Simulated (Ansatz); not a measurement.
The numbers come from plane-wave PAW DFT (Ansatz): PBEsol, no spin polarisation, 420 eV, 9×4×10 Γ-centred k points, fermi-dirac occupations (width 0.1 eV). Nothing was relaxed.

Computed maps in the lattice plane spanned by b (left to right, 8.13 Å, 25 points from zero) and c (bottom to top, 3.39 Å, 10 points from zero), 90° apart, at height 0.250 along a. The fields are smooth PAW ones with compensation charges, not the true ones near nuclei.

Valence density. Digits on a logarithmic scale: 0 up to 0.03 e/Å³, each further digit a factor of 1.6, 9 from 1.3 e/Å³ up:
```
5799976665431000010001244
6999996543210001111000124
6999996543210001111000124
5799976665431000010001244
7677667787653100000013567
9755568888864200000025799
9854578856875200000136999
9854578856875200000136999
9755568888864200000025799
7677667787653100000013567
```

ELF. Ten even steps from '0' (0.00) to '9' (0.90):
```
0146312676531000000000122
1489731211000000000000001
1489731211000000000000001
0146312676531000000000122
6112128999974000000002578
9711279845997200000015899
8831378100798400000027974
8831378100798400000027974
9711279845997200000015899
6112128999974000000002578
```

Task: The cell is FeBrO. Which atoms lie within 0.2 Å of this plane, and where (fractions of b and c)?

Result: Fe at (0.12, 0.75), Br at (0.33, 0.25), O at (0.95, 0.25). The whole cell:
```
CELL_PARAMETERS angstrom
3.88281 0.00000 0.00000
0.00000 8.13234 0.00000
0.00000 0.00000 3.39181
ATOMIC_POSITIONS crystal
Fe 0.25000 0.11568 0.75000
Fe 0.75000 0.88432 0.25000
Br 0.25000 0.33003 0.25000
Br 0.75000 0.66997 0.75000
O 0.25000 0.95168 0.25000
O 0.75000 0.04832 0.75000
```

Origin: a known structure type with other elements, at an estimated volume, so it need not be a known compound. Caveats: no spin polarisation, so a magnetic state may lie lower; atoms or cell far from equilibrium.
